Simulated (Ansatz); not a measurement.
AlNi:
```xyz
2
Lattice="2.8635 0.0000 0.0000 0.0000 2.8635 0.0000 0.0000 0.0000 2.8635" Properties=species:S:1:pos:R:3 pbc="T T T"
Ni     0.0000     0.0000     0.0000
Al     1.4318     1.4318     1.4318
```

Relaxed with r²SCAN. Special points in fractions of this cell's reciprocal vectors: Γ (0.000, 0.000, 0.000); X (0.000, 0.500, 0.000); M (0.500, 0.500, 0.000); R (0.500, 0.500, 0.500).

Question: List the band energies nearest the Fermi level at these points for plane-wave PAW r²SCAN (Ansatz code).

Answer: In eV from the Fermi level; about four levels below and three above (degenerate sets whole), none deeper than 8.9 eV; points with the same levels are listed once.

```tsv
k	below	above
Γ	-3.42 -3.42 -1.60 -1.60 -1.60	5.98 5.98 5.98
X	-2.36 -2.36 -1.51 -0.62	8.64 10.62 10.62
M	-3.15 -3.15 -2.18 -2.18 -1.01	1.63 2.84 13.50
R	-4.37 -4.37 -4.37 -0.98 -0.98	2.01 2.01 2.01
```

Space group Pm-3m (CsCl type). The r²SCAN relaxation kept the symmetry of its start. The workflow began spin-polarised and lost its moments.

Potentials: the earlier of the program's two PAW sets.
